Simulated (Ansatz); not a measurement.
# Notes on CaO

```xyz
2
Lattice="0.0000 2.4386 2.4386 2.4386 0.0000 2.4386 2.4386 2.4386 0.0000" Properties=species:S:1:pos:R:3 pbc="T T T"
Ca    0.0000    0.0000    0.0000
O     2.4386    2.4386    2.4386
```

The numbers come from plane-wave PAW DFT (Ansatz): r2SCAN, no spin polarisation, 500 eV, 9×9×9 Γ-centred k points, fermi-dirac occupations (width 0.0164 eV). Nothing was relaxed.

**Charges.** Bader charges in e: Ca +1.54, O -1.54. In the mean Ca gives up most and O takes most.
**Electronic structure.** The gap is 4.20 eV, indirect (the least direct gap found is 4.59 eV).
**Contacts.** Ca–O at 2.44 Å: least valence density 0.23 e/Å³ and ELF 0.08 there, a closed-shell (ionic or weak) contact. These are pseudo-fields; inside the PAW spheres they differ from the all-electron ones.
**Formation energy.** -3.21 eV an atom against the elements' usual phases (free molecules for gases, crystals otherwise, with no correction for O₂ or N₂), so it is bound against them; other compounds may still compete. Relaxing would lower it.
**Stress.** The pressure is -5.3 GPa (compression positive), so with the atoms held at these fractions the cell would first shrink.

Origin: a database entry at a rescaled volume.
